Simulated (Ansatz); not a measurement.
**Field gradients at the nuclei in BN under strain**

The cell is a structure deposited in the COD, relaxed with PBE at fixed cell and then changed (z stretched by 1 %, ions relaxed).

```
CELL_PARAMETERS angstrom
2.54000 0.00000 0.00000
-1.27000 2.19970 0.00000
0.00000 0.00000 6.66398
ATOMIC_POSITIONS crystal
B 0.33333 0.66667 0.25000
B 0.66667 0.33333 0.75000
N 0.33333 0.66667 0.75000
N 0.66667 0.33333 0.25000
```

Sites (sets of like atoms) are named by element and the number of their first atom in this list.

The numbers come from a DFT calculation in Ansatz (PBE, plane waves and PAW, scalar-relativistic, 420 eV cutoff, Γ-centred 13×13×5 k-points, Fermi–Dirac smearing 0.02 eV).

V_zz is the principal component of the electric field gradient with the largest magnitude, η = (V_xx − V_yy)/V_zz and C_Q = eQV_zz/h.

¹⁰B: I = 3, Q = 84.59 mb; ¹⁴N: I = 1, Q = 20.44 mb. Q values from Pyykkö, Mol. Phys. 116, 1328 (2018).

Task: Give the quadrupolar parameters of the distinct sites.

Result: 

| site | atoms (order as listed) | first shell | V_zz (10²¹ V/m²) | η | C_Q (MHz) |
| --- | --- | --- | --- | --- | --- |
| B | 1, 2 | 3 N at 1.47 Å | 2.74 | 0.00 | 5.60 |
| N | 3, 4 | 3 B at 1.47 Å | -0.76 | 0.00 | -0.376 |

An axis of threefold or higher order runs through B and N, so V_zz lies along it and η is zero.

At this changed cell the PBE pressure is -6 GPa.
